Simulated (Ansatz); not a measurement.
## Data sheet: InGaN₂ (DFT)

InGaN₂:
```
CELL_PARAMETERS angstrom
      3.31995     0.00000     0.00000
     -1.65998     2.87516     0.00000
      0.00000     0.00000     5.45412
ATOMIC_POSITIONS crystal
  In 0.00000 0.00000 0.99662
  Ga 0.66667 0.33333 0.49588
  N  0.66667 0.33333 0.14656
  N  0.00000 0.00000 0.60254
```

Space group P3m1 (No. 156); conventional cell a = b = 3.3200 Å, c = 5.4541 Å, α = β = 90.00°, γ = 120.00°.

Method: DFT-LDA in the program Ansatz with PAW potentials. The cell and atoms are relaxed at this level. Other levels are named where they apply.

**Cell and energy**

```json
{
  "volume_per_atom": "13.02 Å³",
  "density": "6.78 g/cm³",
  "Formation energy from the elements (no fitted shifts)": "-0.35 eV/atom"
}
```

**Electronic structure**

```json
{
 "band_gap": "0.46 eV (direct)",
 "valence_band_maximum": "at Γ",
 "conduction_band_minimum": "at Γ",
 "electron_effective_mass": "0.069, 0.069, 0.083 mₑ (principal values)",
 "Hole effective mass, band 1 of 2 at the edge": "2.1 along x, 2.3 along z (mₑ)",
 "Hole effective mass, band 2 of 2 at the edge": "0.070 along x, 2.3 along z (mₑ)"
}
```

**Mechanics**

```json
{
  "Bulk modulus (Birch–Murnaghan fit)": "165 GPa",
  "Pressure derivative B′": "4.4",
  "Elastic constants (relaxed ions, GPa)": "C11 = 266, C12 = 115, C13 = 101, C14 = -0.3, C33 = 333, C44 = 62.8",
  "mechanical_stability": "stable (all eigenvalues of C positive)",
  "hill_bulk_and_shear_moduli": "166 and 75.2 GPa",
  "Young's modulus": "196 GPa",
  "Poisson's ratio": "0.30",
  "debye_temperature_from_the_elastic_constants": "471 K",
  "Piezoelectric stress constants (proper, relaxed ions, C/m²)": "e15 = e24 = 0.44, e16 = e21 = 0.54, e22 = -0.54, e31 = e32 = 0.47, e33 = -0.85"
}
```

**Phonons**

```json
{
 "Highest zone-centre frequency (without LO–TO term)": "667 cm⁻¹",
 "zone_centre_stability": "no imaginary mode at Γ"
}
```

The first step of the workflow began from a Materials Project structure, measured or hypothetical; the Crystallography Open Database copy checked does not list it. With In and Ga taken as one species the cell has the higher symmetry P6_3mc, so it may be an ordered model of a mixed-site phase. Its standing as an ambient phase is unchecked. The cell was relaxed with LDA under the symmetry of its start. Signs of piezoelectric constants follow the polarity of the cell as given. The references are the lowest solids computed at this level, not always the standard phases (solids in place of the gases). Spin–orbit coupling is left out wherever it is not named.

Potentials: the later of the program's two PAW sets.
